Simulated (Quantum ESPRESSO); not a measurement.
# AlIn3LiPd3 in 6 site orders

These are calculations, not measurements. They come from Quantum ESPRESSO 7.5, a public plane-wave density functional program. Each row is one single-point run on a made-up periodic cell of eight metal atoms, with elements, volume, strain and displacements drawn at random and not relaxed, so a cell may be unstable or far from any real phase. There is no spin polarisation or spin-orbit coupling.

Settings: PBE unless stated; PseudoDojo standard norm-conserving files; Fermi-Dirac width 0.25 eV, which means electrons at about 2900 K; cutoff 1116 eV; 5 x 5 x 4 k mesh shifted half a step off Gamma. E is the free energy of the whole cell (internal energy minus TS), so a -TS column is already part of it. Stress is positive in tension, and the pressure P is minus a third of its trace.

Checks: one run of this series was repeated at a higher cutoff and on a denser mesh, which moved values by no more than 0.016 eV, 0.08 GPa and 0.016 eV/Å, and a second program with other atomic files agreed on it to 2 % rms in force and 0.5 GPa in pressure. Known limits: a spin test at this wide smearing found no moment, but such smearing suppresses magnetism that the real alloy may have.

The lattice is face-centred cubic, and the cell vectors in Å are (2.060, 4.128, 2.099); (2.073, -4.146, 2.121); (4.147, 0.004, -4.234), a volume of 144.77 Å³. The runs put one composition on the same eight displaced sites in different orders. E is counted from run 1, and the rms force is over all 24 components. Nothing is relaxed, so E mixes bonding between neighbours with strain on unrelaxed sites, and it is not an ordering energy.

```
run  elements on sites 1 to 8  E (eV)  -TS (eV)  rms force (eV/Å)  largest force (eV/Å)  P (GPa)
  1   Pd Li In Pd In Pd In Al   0.000    -0.684             0.690                  2.18     0.08
  2   Pd Pd Pd In Li In Al In  -0.270    -0.702             0.362                  1.15        ?
  3   Pd Pd Pd In In In Al Li  -0.709    -0.682             0.284                  0.82    -1.45
  4   Al In Pd Pd In Pd In Li  -0.836    -0.652             0.474                  1.21    -2.05
  5   Al Li Pd Pd In In Pd In  -0.506    -0.650             0.282                  0.71    -1.13
  6   Pd Al In In In Pd Pd Li  -0.689    -0.646             0.400                  0.94    -1.41
```

## Worked fit

A straight line through the runs shown gives P = 0.10 + 2.37 E GPa with E in eV, an error of 0.22 on the slope and a scatter of 0.14 GPa. At this fixed volume the orders of higher energy tend to have the higher pressure.

## Withheld value

Question: what pressure should run 2 give?

The fit gives -0.54 ± 0.17 GPa. The calculation gave -0.66 GPa.
